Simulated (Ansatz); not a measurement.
Theory: DFT PBE, scalar-relativistic, plane waves, PAW in Ansatz 0.2.0. Settings: cutoff 420 eV, Γ-centred meshes spaced at most about 0.3 Å⁻¹ (2π included), Gaussian smearing. No spin polarisation in the final relaxations.

These are static total energies at zero pressure. All come from trial cells, and lower structures may exist.

Question: Order these relaxed structures of Ca₂P by energy, lowest first, with the energy over the lowest of them.
A.

```xyz
6
Lattice="7.1318 0.0000 0.0000 -3.5659 6.1763 0.0000 0.0000 0.0000 4.0379" Properties=species:S:1:pos:R:3 pbc="T T T"
Ca    1.7829    3.0882    0.0000
Ca   -1.7829    3.0882    0.0000
Ca    3.5659    0.0000    0.0000
Ca    0.0000    0.0000    2.0189
P     0.0000    4.1175    2.0189
P     3.5659    2.0588    2.0189
```

B.

```xyz
6
Lattice="3.9907 0.0000 0.0000 0.0000 6.4775 3.4758 0.0000 -6.4775 3.4758" Properties=species:S:1:pos:R:3 pbc="T T T"
Ca    0.0000    3.2400    1.9756
Ca    0.0000    0.0000    3.1141
Ca    0.0000   -3.2400    1.9756
Ca    1.9953    0.0000    6.1477
P     1.9953    1.9924    3.8179
P     1.9953   -1.9924    3.8179
```

Answer: B (0 meV/atom), A (24 meV/atom). Forms: B Amm2; A P6/mmm. Counting P atoms around Ca (those within 1.25 times the shortest such distance or 1.15 times the sum of covalent radii; the shortest distance is added where it exceeds 1.18 times the sum of covalent radii; a slash parts the counts of unlike sites): B has Ca 2/4; A has Ca 4/6 from 4.1 Å.

Cells relaxed within their symmetry can be saddle points. The Amm2 cell of Ca2P came from shaking the P6/mmm one. Some candidate types were left out of the draw beforehand, so a known form may be missing.
